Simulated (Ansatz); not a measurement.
KBr:
```
KBr
1.0
    0.00000     3.35276     3.35276
    3.35276     0.00000     3.35276
    3.35276     3.35276     0.00000
K Br
1 1
Direct
  0.00000   0.00000   0.00000
  0.50000   0.50000   0.50000
```

x, y and z are the axes in which the lattice vectors are written.

Problem. Give the high-frequency dielectric tensor and the Born effective charge tensors of the independent atoms from DFPT, DFT-PBE in the program Ansatz with PAW potentials.

Solution. 
ε∞:
```
2.50  0.00  0.00
0.00  2.50  0.00
0.00  0.00  2.50
```
Z* of atom 1 (K), rows: field, columns: displacement, in e:
```
1.14  0.00  0.00
0.00  1.14  0.00
0.00  0.00  1.14
```
Z* of atom 2 (Br), rows: field, columns: displacement, in e:
```
-1.14   0.00   0.00
 0.00  -1.14   0.00
 0.00   0.00  -1.14
```

Static charges for comparison (Bader): K1 +0.83, Br2 -0.83 e. Born charges measure polarisation by displacement and can exceed these by far.

Space group Fm-3m (rock salt). The cell was relaxed with PBE under the symmetry of its start; phonons on a q-mesh show no instability. Scalar-relativistic: spin–orbit coupling is off unless named, which matters more the heavier the elements.

Potentials: the later of the program's two PAW sets.
